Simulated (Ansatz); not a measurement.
SnO₂ in space group Pa-3 (No. 205; Sn on 4a, O on 8c), the program Ansatz at the r²SCAN level (PAW). The conduction-band minimum lies at Γ, with 1 equivalent valley. Second derivatives d²E/dk² of the lowest band at one valley (eV·Å²), along Cartesian directions:

```csv
direction,d²E/dk²
[100],43.97
[010],43.97
[001],43.97
[110],43.97
[101],43.97
[011],43.97
```

Problem. Find the principal effective masses, the density-of-states mass and the conductivity mass.

Solution. Off-diagonal terms follow from H_xy = H[110] − (H_xx + H_yy)/2, and m*/mₑ = 7.620 eV·Å² over each eigenvalue: 0.17, 0.17, 0.17. One valley's DOS mass (m₁m₂m₃)^(1/3) = 0.17, conductivity mass 3/(Σ 1/mᵢ) = 0.17 mₑ.

Problem. What effective density of states Nc follows at 300 K for parabolic valleys?

Solution. Nc = 2.509e19 × 1 × (0.17)^(3/2) ≈ 1.8e18 cm⁻³.

The workflow started from a Materials Project entry (that database holds measured and hypothetical structures alike); the Crystallography Open Database copy checked does not list it. It is not the phase usual at ambient conditions (space group No. 136). The r²SCAN relaxation kept the symmetry of its start; whether a distortion lowers the energy is not shown. Spin–orbit coupling is left out wherever it is not named.

Potentials: the later of the program's two PAW sets.

Edges and masses are those of Kohn–Sham bands, whose gap is no quasiparticle gap.
